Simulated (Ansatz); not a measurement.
FeBiO$_{3}$:
```
CELL_PARAMETERS angstrom
     -2.96784     3.66467     3.23794
      2.96784    -3.66467     3.23794
      2.96784     3.66467    -3.23794
ATOMIC_POSITIONS crystal
  Bi 0.88209 0.13209 0.75000
  Fe 0.05577 0.55577 0.50000
  O  0.21882 0.46882 0.75000
  O  0.71987 0.45528 0.73541
  O  0.71987 0.98445 0.26459
  Bi 0.38209 0.13209 0.25000
  Fe 0.55577 0.55577 0.00000
  O  0.71882 0.46882 0.25000
  O  0.21987 0.45528 0.23541
  O  0.21987 0.98445 0.76459
```
Starting moments (μB, in the order of the atoms Bi Fe O O O Bi Fe O O O): 0.0 3.7 0.0 -0.2 -0.2 0.0 -3.7 0.0 0.2 0.2.

Relaxed with PBE. Special points in fractions of this cell's reciprocal vectors: Γ (0.000, 0.000, 0.000); X (0.500, -0.500, 0.500); F0 (0.414, -0.414, 0.586); Σ0 (-0.414, 0.414, 0.414); Λ0 (0.445, 0.445, -0.445); G0 (0.555, -0.445, 0.445); R (0.000, 0.500, 0.000); W (0.250, 0.250, 0.250); S (0.500, 0.000, 0.000); T (0.000, 0.000, 0.500).

List the band energies nearest the valence-band maximum at these points for PBE (plane waves, PAW; program Ansatz).

In eV from the valence-band maximum; about four levels below and three above (degenerate sets whole), none deeper than 8.9 eV; points with the same levels are listed once.

```json
[
 {"k": "Γ ↑", "below": "-1.54 -1.43 -0.41 -0.02", "above": "1.06 1.08 1.22"},
 {"k": "X ↑", "below": "-1.16 -1.08 -1.07 -0.47", "above": "1.12 1.18 1.42"},
 {"k": "F0 ↑", "below": "-1.19 -1.15 -1.13 -0.50", "above": "1.19 1.20 1.43"},
 {"k": "Λ0 ↑", "below": "-1.33 -1.11 -0.90 -0.46", "above": "1.11 1.18 1.41"},
 {"k": "R ↑", "below": "-1.74 -1.42 -1.11 -0.12", "above": "1.10 1.19 1.35"},
 {"k": "W ↑", "below": "-1.50 -1.22 -1.12 -0.39", "above": "1.13 1.20 1.27"},
 {"k": "S ↑", "below": "-1.48 -1.37 -0.46 -0.37", "above": "0.96 1.15 1.27"},
 {"k": "T ↑", "below": "-1.47 -1.14 -1.01 -0.44", "above": "1.25 1.29 1.30"}
]
```

Space group Amm2. The start of the workflow was typed in or built on a structure type; neither database checked (COD, Materials Project) lists it. It is not the phase usual at ambient conditions (space group No. 161). Symmetry was held in the PBE relaxation, as lowered by the spin order; whether a distortion lowers the energy is not shown. Magnetic state: antiferromagnetic, chosen from 5 collinear starts compared on coarse meshes (ties went to the first, and starts can fall back to one state), not a proven ground state. No Hubbard U is applied. Point labels and valley counts follow the cell and symmetry of the run, lower than the named group. Scalar-relativistic: spin–orbit coupling is off unless named, which matters more the heavier the elements.

Potentials: the later of the program's two PAW sets.
